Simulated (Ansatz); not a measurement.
GaNi$_{3}$N (anti-perovskite, Pm-3m), a = 3.730 Å, b = 3.730 Å, c = 3.730 Å, α = 90.00°, β = 90.00°, γ = 90.00°.

This is the PBEsol-relaxed structure.

**Question.** All from plane-wave PAW PBEsol (Ansatz code), unless another level is named. Predict the bulk modulus (Birch–Murnaghan fit).

**Answer.** 221 GPa.

**Question.** And the elastic constants (relaxed ions, GPa)?

**Answer.** C11 = 367, C12 = 147, C44 = 50.9.

A made-up cell: these elements were put on the sites of a structure type; neither database checked (COD, Materials Project) lists it. Its standing as an ambient phase is unchecked. The PBEsol relaxation kept the symmetry of its start; phonons show weakly imaginary modes. The workflow began spin-polarised and lost its moments. As this level gives no gap, shear constants depend on the k-mesh and smearing (Fermi–Dirac, 0.1 eV here).

Potentials: the earlier of the program's two PAW sets. The files were generated under PBE; for other functionals the program regenerates the frozen cores, and for LDA and PBEsol the local potential too.
